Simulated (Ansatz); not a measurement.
Trial structures of Ga₄SeS: starts and ends

Level of theory: Ansatz 0.2.0, DFT PBE, scalar-relativistic, plane waves, PAW. Settings: cutoff 420 eV, Γ-centred meshes spaced at most about 0.3 Å⁻¹, and about 0.25 Å⁻¹ or finer for metals (2π included), Gaussian smearing. No spin polarisation in the final relaxations.

Each guess was relaxed in cell and atoms at zero pressure, within the symmetry of its start. Temperature and zero-point effects are left out. Coordination counts S or Se atoms around Ga (for each partner element, those within 1.25 times its shortest distance or 1.15 times the sum of covalent radii, where it is the nearest in units of that sum or under 1.3; the shortest distance is added where it is long for a bond; a slash parts the counts of unlike sites).

| guess | made from | start group | V start (Å³/atom) | end group | V end (Å³/atom) | coordination at the end | gap on mesh (eV) | E over the lowest end (meV/atom) |
| --- | --- | --- | --- | --- | --- | --- | --- | --- |
| 1 | random cell | F-43m | 13.0 | F-43m | 33.6 | Ga 1 | 0.74 | 215 |
| 2 | random cell | P4/mmm | 25.0 | ? | ? | ? | ? | ? |
| 3 | BaSrI4 type | P4/mmm | 23.4 | P4/mmm | 25.1 | Ga 4 from 2.9 Å | 0 | 0 |
| 4 | YInCu4 type | F-43m | 19.4 | F-43m | 20.6 | Ga 3 from 3.3 Å | 0 | 174 |

Guess 2 as it starts:

```xyz
6
Lattice="4.3871 0.0000 0.0000 0.0000 4.3871 0.0000 0.0000 0.0000 7.7827" Properties=species:S:1:pos:R:3 pbc="T T T"
Ga    2.1935    2.1935    5.7640
Ga    2.1935    2.1935    2.0187
Ga    2.1935    0.0000    3.8913
Ga    0.0000    2.1935    3.8913
Se    2.1935    2.1935    3.8913
S     2.1935    2.1935    0.0000
```

Q: Fill in the missing row: what does this guess relax into, and where does it rank?

A: It ends in space group P4/mmm (No. 123), with a = 5.426 Å, c = 15.192 Å, 74.6 Å³/atom and no gap. It lies 0.35 eV/atom over the lowest end, above guess 1 and so the highest of the set. Counting S or Se atoms around Ga, this end has Ga 1/2 and the lowest (guess 3) has Ga 4 from 2.9 Å.

Space group P4/mmm (No. 123). a = 5.426 Å, b = 5.426 Å, c = 15.192 Å, α = 90.00°, β = 90.00°, γ = 90.00°
```tsv
atom	site	symmetry	x	y	z
Ga	2h	4mm	0.5000	0.5000	0.8507
Ga	2e	mmm.	0.5000	0.0000	0.5000
Se	1d	4/mmm	0.5000	0.5000	0.5000
S	1c	4/mmm	0.5000	0.5000	0.0000
```

Energies over the elements count from the elements' standard structures at the same level, with no fitted energy shifts.

Q: Is the lowest end bound against the elements?

A: Too close to call: its formation energy is 0.00 eV/atom. The formation energy is too near zero to say whether this cell lies below the elements.

Weakly bound directions are ill-defined at this level, which has no dispersion term (P4/mmm at 74.6 Å³/atom), and this can change margins and order among such cells. Kohn–Sham gaps at this level usually fall short of measured ones. The reference forms of S and Se are held partly by dispersion forces, which this level lacks. Cells relaxed within their symmetry can be saddle points. A lower structure may well exist outside this small set. Some types were kept out of the candidates beforehand, so the set may lack a known form.
